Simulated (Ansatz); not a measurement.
All numbers below come from DFT PBE, scalar-relativistic, plane waves, PAW in Ansatz. All cells share a 420 eV cutoff and Γ-centred k meshes spaced at most about 0.3 Å⁻¹ (about 0.25 or finer for metals, 2π included). No spin polarisation in the final relaxations.

Temperature and zero-point effects are left out.

Two relaxed structures of Be₄S:

A.

```xyz
5
Lattice="4.0069 0.0000 0.0000 0.0000 4.0069 0.0000 0.0000 0.0000 4.0069" Properties=species:S:1:pos:R:3 pbc="T T T"
Be    0.0000    2.0035    2.0035
Be    2.0035    0.0000    2.0035
Be    2.0035    2.0035    0.0000
Be    0.0000    0.0000    0.0000
S     2.0035    2.0035    2.0035
```

B.

```xyz
5
Lattice="3.8653 0.0000 0.0000 0.0000 3.8653 0.0000 0.0000 0.0000 3.8653" Properties=species:S:1:pos:R:3 pbc="T T T"
Be    1.1633    1.1633    1.1633
Be    2.7020    2.7020    1.1633
Be    1.1633    2.7020    2.7020
Be    2.7020    1.1633    2.7020
S     0.0000    0.0000    0.0000
```

**Question.** Which would you expect to be lower, and how large is the difference?

**Answer.** B is lower, by 0.70 eV/atom. A has space group Pm-3m (No. 221), 12.9 Å³/atom and no gap on its mesh; B has space group P-43m (No. 215), 11.6 Å³/atom and no gap. Counting Be atoms around S (those within 1.25 times the shortest such distance or 1.15 times the sum of covalent radii), A has S 6 and B has S 4. The denser one is the lower, and pressure would at first widen the difference. Even the lower one lies +0.23 eV/atom against the reference forms of the elements (uncorrected), so neither is stable at this level. Both come from invented guesses.

Cells relaxed within their symmetry can be saddle points.
